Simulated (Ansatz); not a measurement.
**Vibrations of GaAs (F-43m) by finite displacements**

```
Ga As
1.0
     0.00000    2.80142    2.80142
     2.80142    0.00000    2.80142
     2.80142    2.80142    0.00000
Ga As
1 1
Direct
  0.00000 0.00000 0.00000
  0.75000 0.75000 0.75000
```

Conventional cell: a = 5.603 Å, b = 5.603 Å, c = 5.603 Å, α = 90.00°, β = 90.00°, γ = 90.00°. Ga (atom 1) is surrounded by 4 As at 2.43 Å. As (atom 2) is surrounded by 4 Ga at 2.43 Å.

Level of theory, where no other is named: LDA, all-electron LAPW in Ansatz 0.2.0, scalar-relativistic. k mesh 8×8×8, fixed occupations, basis error target 1 meV/atom. The cell was relaxed by PAW under this functional.

Atoms are displaced by 0.01 Å in the smallest supercells that hold the wave vectors of a 2×2×2 mesh. Negative values stand for unstable modes. The zone centre has no LO-TO term.

**Question.** What are the phonon energies at the solved wave vectors, in meV?

**Answer.** 

```
                q  point                          modes (meV)
0.000 0.000 0.000  Gamma                           33.36 (×3)
0.500 0.000 0.000      L  7.32 (×2), 25.55, 29.36, 32.45 (×2)
0.500 0.500 0.000      X  9.31 (×2), 27.37, 29.30, 31.43 (×2)
```

**Question.** Is the structure dynamically stable at these wave vectors?

**Answer.** Yes, no mode is unstable there; wave vectors off this mesh aren't tested.

**Question.** How do the optical zone-centre modes decompose, and which are active?

**Answer.** Point group -43m: Γ_opt = T2.

```csv
label,meV,activity,mostly
T2,33.36,IR and Raman,Ga (52 %)
```

**Question.** How well do frozen-core PAW files reproduce these all-electron values?

**Answer.** With a cutoff of 420 eV and displacements of 0.0025 Å, the r.m.s. difference over the modes is 0.1 cm⁻¹; the largest difference is 75.2 (PAW) against 75.1 cm⁻¹ (LAPW).

**Question.** The cell is scaled evenly to 43.092 and 44.850 Å³ (from 43.971), with free atoms relaxed and the shape held. What are the mode Grüneisen parameters γ = −d ln ω/d ln V?

**Answer.** For the highest mode, 275.7 cm⁻¹ in the small cell and 262.6 in the large one give γ ≈ 1.22. From the change of the dynamical matrix on each mode:

| point | cm⁻¹ | γ |
| --- | --- | --- |
| Gamma | 269.1 | 1.22 |
| L | 59.0 | -1.38 |
| L | 206.1 | 0.55 |
| L | 236.8 | 1.68 |
| L | 261.7 | 1.45 |
| X | 75.1 | -1.49 |
| X | 220.8 | 1.24 |
| X | 236.3 | 1.04 |
| X | 253.5 | 1.68 |

Weighted by the modes' heat capacities at 300 K, the mean on this mesh is 0.40; it moves with the q mesh, and a coarse one overweights the zone boundary. Rows under −0.05 (2 here) are modes that soften under compression and pull towards negative thermal expansion.

**Question.** Linear response on PAW files adds the field. What are the dielectric tensor, the Born charges and the LO shift?

**Answer.** ε∞ = (14.00, 14.00, 14.00) along x, y, z with local fields. Born charges (xx, yy, zz): Ga1 (2.06, 2.06, 2.06); As2 (-2.06, -2.06, -2.06). The highest zone-centre mode lies at 269.0 cm⁻¹ without the macroscopic field and at 286.0 cm⁻¹ with it, for q along x. Lyddane-Sachs-Teller then gives ε₀ = ε∞ (ω_LO/ω_TO)² = 15.81. With the ions free to follow the field, the program's ε₀ is (15.81, 15.81, 15.81).

Limits of these numbers: the frozen-core PAW files of the compared runs were fitted under PBE, their cores solved anew for this functional; field response not resolved by the mesh; semilocal gaps are low, and ε∞ tends to come out large.
